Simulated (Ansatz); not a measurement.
ZnSnO3:
```yaml
crystal:
  lattice:
    - [2.65392, 1.53224, 4.67482]
    - [-2.65392, 1.53224, 4.67482]
    - [0.00000, -3.06449, 4.67482]
  atoms:
    - { symbol: Zn, position: [0.36505, 0.36505, 0.36505] }
    - { symbol: Zn, position: [0.63495, 0.63495, 0.63495] }
    - { symbol: Sn, position: [0.14916, 0.14916, 0.14916] }
    - { symbol: Sn, position: [0.85084, 0.85084, 0.85084] }
    - { symbol: O, position: [0.04963, 0.44638, 0.75761] }
    - { symbol: O, position: [0.95037, 0.55362, 0.24239] }
    - { symbol: O, position: [0.75761, 0.04963, 0.44638] }
    - { symbol: O, position: [0.24239, 0.95037, 0.55362] }
    - { symbol: O, position: [0.44638, 0.75761, 0.04963] }
    - { symbol: O, position: [0.55362, 0.24239, 0.95037] }
```

Plane-wave PAW PBEsol (Ansatz code) gives a gap of 1.44 eV without spin–orbit coupling, maximum off the standard path, at k = (-0.031, 0.094, 0.250) in fractions of the reciprocal vectors, minimum at Γ.

Problem. What happens when spin–orbit coupling is switched on?

Solution. The gap hardly moves, to 1.44 eV; maximum off the standard path, at k = (-0.031, 0.094, 0.250) in fractions of the reciprocal vectors, minimum at Γ.

Problem. Give the electron effective mass with spin–orbit coupling.

Solution. 0.19 mₑ (isotropic).

Space group R-3. The first step of the workflow began from a Materials Project structure, measured or hypothetical; the Crystallography Open Database copy checked does not list it. Whether it is the stable phase at ambient conditions was not checked. The PBEsol relaxation kept the symmetry of its start; whether a distortion lowers the energy is not shown.

Potentials: the later of the program's two PAW sets.
